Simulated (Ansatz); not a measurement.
Method: DFT PBE, scalar-relativistic, plane waves, PAW (Ansatz 0.2.0). Settings: cutoff 420 eV, Γ-centred meshes spaced at most about 0.3 Å⁻¹, and about 0.25 Å⁻¹ or finer for metals (2π included), Gaussian smearing. No spin polarisation in the final relaxations.

These are static total energies at zero pressure. All come from trial cells, and lower structures may exist.

Problem. Which of these relaxed structures of Zr3SnSe is the lowest in energy?
A.

```xyz
5
Lattice="5.5134 0.0000 0.0000 0.0000 5.5134 0.0000 0.0000 0.0000 4.9548" Properties=species:S:1:pos:R:3 pbc="T T T"
Zr    2.7567    2.7567    0.0000
Zr    0.0000    2.7567    2.4774
Zr    2.7567    0.0000    2.4774
Sn    0.0000    0.0000    2.4774
Se    2.7567    2.7567    2.4774
```

B.

```xyz
5
Lattice="4.2194 0.0000 0.0000 0.0000 4.2194 0.0000 0.0000 0.0000 7.1973" Properties=species:S:1:pos:R:3 pbc="T T T"
Zr    2.1097    2.1097    0.6666
Zr    0.0000    2.1097    3.2414
Zr    2.1097    0.0000    3.2414
Sn    0.0000    0.0000    1.0016
Se    2.1097    2.1097    5.1059
```

C.

```xyz
5
Lattice="4.9822 0.0000 0.0000 0.0000 4.9822 0.0000 0.0000 0.0000 4.9822" Properties=species:S:1:pos:R:3 pbc="T T T"
Zr    0.0000    2.4911    2.4911
Zr    2.4911    0.0000    2.4911
Zr    2.4911    2.4911    0.0000
Sn    0.0000    0.0000    0.0000
Se    2.4911    2.4911    2.4911
```

Solution. B. It has space group P4mm (No. 99); the next, C, with the antiperovskite type, space group Pm-3m (No. 221), lies 0.36 eV/atom higher. Counting Sn or Zr atoms around Se (for each partner element, those within 1.25 times its shortest distance or 1.15 times the sum of covalent radii, where it is the nearest in units of that sum or under 1.3), the lowest has Se 5 and the next has Se 6.

A magnetic state wasn't ruled out in cells without spin, among them P4/mmm. Cells relaxed within their symmetry can be saddle points. Some types were kept out of the candidates beforehand, so the set may lack a known form.
